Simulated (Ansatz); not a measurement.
## Computed properties of BN

BN in space group Pm-3n (No. 223; B on 6c, N on 6d), a = 4.420 Å, b = 4.420 Å, c = 4.420 Å, α = 90.00°, β = 90.00°, γ = 90.00°.

Space group Pm-3n (No. 223); conventional cell a = b = c = 4.4205 Å, α = β = γ = 90.00°.

Method: DFT-r²SCAN in the program Ansatz with PAW potentials. Structure relaxed to zero pressure with the same functional. Other levels are named where they apply.

Cell and energy:

| Quantity | Result |
|---|---|
| Volume per atom | 7.20 Å³ |
| Density | 2.86 g/cm³ |
| Formation energy from the elements (no fitted shifts) | -1.01 eV/atom |

Electronic structure:

| Quantity | Result |
|---|---|
| Band gap | 4.76 eV (indirect) |
| Valence-band maximum | at Γ |
| Conduction-band minimum | on the Γ–X line, 82 % of the way from Γ (6 equivalent valleys) |
| Smallest direct gap on the standard path | 5.18 eV |
| Electron effective mass | 0.52, 0.52, 0.62 mₑ (principal values) |
| Hole effective mass, band 1 of 3 at the edge | 2.6 along [100], 2.6 along [110], 0.72 along [111] (mₑ) |
| Hole effective mass, band 2 of 3 at the edge | 2.6 along [100], 0.53 along [110], 0.72 along [111] (mₑ) |
| Hole effective mass, band 3 of 3 at the edge | 0.26 along [100], 0.42 along [110], 0.52 along [111] (mₑ) |
| HSE06 gap on the r²SCAN cell | 5.88 eV |

Mechanics:

| Quantity | Value |
|---|---|
| Bulk modulus (Birch–Murnaghan fit) | 307 GPa |
| Pressure derivative B′ | 3.6 |
| Elastic constants (relaxed ions, GPa) | C11 = 742, C12 = 90.0, C44 = 201 |
| Mechanical stability | stable (all eigenvalues of C positive) |
| Hill bulk and shear moduli | 307 and 244 GPa |
| Young's modulus | 580 GPa |
| Poisson's ratio | 0.19 |
| Debye temperature from the elastic constants | 1570 K |

Charges:

| Quantity | Result |
|---|---|
| Bader charges | B +2.26, N -2.26 e |

The start of the workflow was typed in or built on a structure type; neither database checked (COD, Materials Project) lists it. It is not the phase usual at ambient conditions (space group No. 186, 194, 216). The r²SCAN relaxation kept the symmetry of its start; its stability against distortions is not shown here. The references are the lowest solids computed at this level, not always the standard phases (solids in place of the gases).

Potentials: the later of the program's two PAW sets.
